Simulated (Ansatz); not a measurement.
TiPd (CsCl type, Pm-3m), the program Ansatz at the PBE level (PAW), all energies at zero smearing, with the estimated change up to a 700 eV cutoff added, with one set of potentials and settings (totals compare only within such a set). Cell of 2 atoms (1 Ti, 1 Pd): -9473.456 eV.

| element | reference phase | E (eV/atom) |
|---|---|---|
| Ti | P6/mmm, 3 atoms in the cell | -2499.6739 |
| Pd | Fm-3m, 1 atoms in the cell | -6972.8544 |

Formation energy per atom, worked out: (-9473.456 − 1×(-2499.6739) − 1×(-6972.8544))/2 = -0.464 eV/atom (-45 kJ per mol of atoms), at 0 K, without zero-point energy or fitted corrections.

The workflow started from an entry of the Crystallography Open Database (COD). Whether it is the stable phase at ambient conditions was not checked. The PBE relaxation kept the symmetry of its start; whether a distortion lowers the energy is not shown. The run is not spin-polarised. The references are the lowest solids computed at this level, not always the standard phases.

Potentials: the later of the program's two PAW sets.
